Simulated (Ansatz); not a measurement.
# Tl2Pd (I4/mcm): electronic heat capacity and spin susceptibility from the density of states

These are results of Ansatz, DFT PBEsol, scalar-relativistic, plane waves, PAW, not measurements.

Cutoff 420 eV; k points 8×8×8 on the computed 6-atom cell (Γ-centred); Gaussian smearing, width 0.10 eV; no spin polarisation.

Relaxed cell: I4/mcm, a = 6.737 Å, b = 6.737 Å, c = 5.723 Å, α = 90.00°, β = 90.00°, γ = 90.00°, 6 atoms in the primitive cell. Whether it is the stable form of this composition wasn't checked.

The density of states at the Fermi level is 2.144 states/eV in the cell of 6 atoms (2 formula units; both spins, tetrahedra on a 12×12×12 mesh). Averaged over bins of 0.1 eV the density runs from 2.0 to 2.7 states/eV within 0.2 eV of the Fermi level, so the figure hangs on the exact place of that level.

Q: What Sommerfeld coefficient and Pauli susceptibility does this give?

A: Per formula unit N(E_F) = 1.072 states/eV. γ = (π²/3) k_B² N(E_F) N_A = 2.357 mJ/(mol K²) per state/eV, so γ = 2.5 mJ/(mol K²), a mole of formula units. χ_P = μ_B² N(E_F) N_A = 3.23×10⁻⁵ emu/mol per state/eV gives 3.5×10⁻⁵ emu/mol. This is the bare band result: a measured γ of the same phase is as a rule larger by a factor 1 + λ from phonons and spin fluctuations, the spin part of χ is larger by the Stoner factor, and a measured χ also holds orbital and core terms. N(E_F) at one energy is sensitive to the mesh where the density of states has sharp peaks.

Spin-orbit coupling is left out, which matters for the bands of heavy elements.

Cost: 1 run of about 2.4 core-minutes, on Arm Neoverse V1 (shared hosts).